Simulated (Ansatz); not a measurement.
Input file for Ansatz (a quantum-chemistry and plane-wave program):

Ansatz 0.2 input:
```yaml
crystal:
  lattice:
    - [9.4019689412, 0.0, 0.0]
    - [-4.7009844706, 8.1423439486, 0.0]
    - [0.0, 0.0, 3.6200221916]
  atoms:
    - { symbol: C, position: [0.1514741179, 0.0, 0.0] }
    - { symbol: C, position: [0.2991418312, 0.0, 0.0] }
    - { symbol: C, position: [0.4291736279, 0.0, 0.0] }
    - { symbol: C, position: [0.1514741179, 0.1514741179, 0.0] }
    - { symbol: C, position: [0.2991418312, 0.2991418312, 0.0] }
    - { symbol: C, position: [0.4291736279, 0.4291736279, 0.0] }
    - { symbol: C, position: [0.0, 0.1514741179, 0.0] }
    - { symbol: C, position: [0.0, 0.2991418312, 0.0] }
    - { symbol: C, position: [0.0, 0.4291736279, 0.0] }
    - { symbol: C, position: [0.8485258821, 0.0, 0.0] }
    - { symbol: C, position: [0.7008581688, 0.0, 0.0] }
    - { symbol: C, position: [0.5708263721, 0.0, 0.0] }
    - { symbol: C, position: [0.8485258821, 0.8485258821, 0.0] }
    - { symbol: C, position: [0.7008581688, 0.7008581688, 0.0] }
    - { symbol: C, position: [0.5708263721, 0.5708263721, 0.0] }
    - { symbol: C, position: [0.0, 0.8485258821, 0.0] }
    - { symbol: C, position: [0.0, 0.7008581688, 0.0] }
    - { symbol: C, position: [0.0, 0.5708263721, 0.0] }
kpoints:
  mp_grid: { grid: [5, 5, 11] }
hamiltonian:
  xc: r2scan
  dispersion: d4
  pseudopotentials: { kind: paw }
scf:
  occupations: { method: gaussian, width: 0.05 }
checkpoint: { read: metal.run }
output: { write_density: true, elf: true, volumetric_format: npy }
basis: { fft_grid_basis: typed }
```

Output (shortened):

```
Pseudopotential: C, paw, valence charge 4
Functional definition: r2SCAN
Crystal: 18 atoms, lattice volume = 277.127 Å³
Basis set: ecut = 500 eV, 7081 PW (Γ), exchange–correlation on 288×288×108 points (64 copies of the dense FFT grid, shifted against one another)
Bands: 72, of which v1, the nominal top of the filled ones, is band 36 counted from 1 (35 counted from 0)
Symmetry: 24 space group operations
Space group: P6/mmm (ITA 191), of the structure as read, at distance tolerance 6.5e-5 Å
k-points: 30 of 275
Stability of the state it starts from, as read at its close in the unpolarized treatment …
iter 1 solved again at ethr=7.43e-8 eV; its pass at ethr=3.10e-3 eV (dr2=5.35e-5 eV) is discarded
SCF iter   1: F=—  HF=-4516.185546 eV  |F-HF|=—  |Δ(HF+E_count)|=         —  Δρ=4.40e-7  dr2=3.03e-10  dr2_τ=4.18e-11  ethr=7.43e-8  ⟨swp⟩=5.1  Hψ=18025  notcnv=0  defer=1
preconditioner: auto → Resta (q_TF=auto, 2.179 Å⁻¹)
SCF iter   2: F=-4516.185546 eV  HF=-4516.185546 eV  |F-HF|=7.28e-12  |Δ(HF+E_count)|=   3.14e-8  Δρ=2.38e-7  dr2=1.22e-10  dr2_τ=3.28e-11  ethr=1.00e-12  ⟨swp⟩=11.0  Hψ=9585  notcnv=0
SCF 1 converged in 2 iterations: F = -4516.185546 eV  dr2 = 1.22e-10
SCF converged after 2 iterations
Free energy (F): -4516.185546 eV
Harris-Foulkes:  -4516.185546 eV  (|F-HF|=7.28e-12)
Internal energy: -4516.184892 eV  (E = F + TS)
E sigma→0 (E₀):  -4516.185219 eV
Entropy (-TS):   -0.000654 eV (-0.036 meV/atom)
Fermi energy:    1.242052 eV
--- Per-component energies (eV) ---
  E_band       = -552.518038
  E_kinetic    = 1604.060024
  E_local      = -4840.661678  (includes V_loc(G=0)·N_el)
  E_nonlocal   = 493.339763
  E_hartree    = 1700.339723
  E_xc         = -832.761370
  E_vxc        = -1155.673672  (∫ρ·V_xc dr)
  E_paw        = -1816.677718  (= ΣΔE_a)
  E_vpaw       = -122.457680  (= ΣTr[D̂ρ^β])
  E_aug_tail   = 0.000088  (compensation charges beyond the density's cutoff)
  E_vtau       = 68.195512  (kinetic-family band-sum trace: ∫τ·v_τ [+ j·A + Jᵃ·Aᵃ] dr)
  E_ewald      = -822.522016
  E_disp       = -0.855779  (pairwise vdW)
  E_core_change = -0.445927  (= ΣΔE_core)
  E_smearing   = -0.000654  (= −TS)
  E_closure    =  0.000000  (closes the sum)
  Σ components = -4516.185546   (vs F -4516.185546, Δ=0.00e0)
  [band-id]    e_kinetic+e_local+e_nonlocal+2·e_hartree+e_vxc+e_vpaw+e_augmentation_tail+e_vtau = -552.518197   (vs E_band -552.518038, Δ=-1.59e-4)
--- Band table (eV; the first three rows and the last of 30) ---
  k-point 0: bands = ["-18.3192", "-16.4032", "-16.4032", "-15.5349", "-15.5349", "-15.2616", "-13.8315", "-12.8794", "-12.8794", "-12.8103", "-12.8103", "-11.3652", "-9.3689", "-9.3689", "-9.2323", "-8.5434", "-7.7390", "-7.2319", "-7.2319", "-5.3278", …
  k-point 1: bands = ["-18.3077", "-16.3926", "-16.3926", "-15.5236", "-15.5236", "-15.2506", "-13.8226", "-12.8721", "-12.8721", "-12.8025", "-12.8025", "-11.3583", "-9.3657", "-9.3657", "-9.2280", "-8.5412", "-7.7331", "-7.2283", "-7.2283", "-5.3246", …
  k-point 2: bands = ["-18.2766", "-16.3637", "-16.3637", "-15.4932", "-15.4932", "-15.2208", "-13.7987", "-12.8523", "-12.8523", "-12.7816", "-12.7816", "-11.3398", "-9.3571", "-9.3571", "-9.2164", "-8.5353", "-7.7170", "-7.2185", "-7.2185", "-5.3422", …
  k-point 29: bands = ["-18.1580", "-16.4297", "-16.3723", "-15.2357", "-15.0246", "-14.7605", "-14.1183", "-13.8506", "-13.4485", "-11.9531", "-11.4650", "-11.0286", "-9.9678", "-9.9204", "-9.2867", "-8.2713", "-7.6301", "-6.9857", "-6.8672", "-6.0627", …
```

Cost: around 60 core-seconds (rough) on shared cores.

The start of the workflow was typed in or built on a structure type; the Crystallography Open Database copy checked does not list it. It is not the phase usual at ambient conditions (space group No. 194, 227). Symmetry was held in the r²SCAN+D4 relaxation; its stability against distortions is not shown here.

Potentials: the later of the program's two PAW sets.

Ansatz is a plane-wave DFT program.
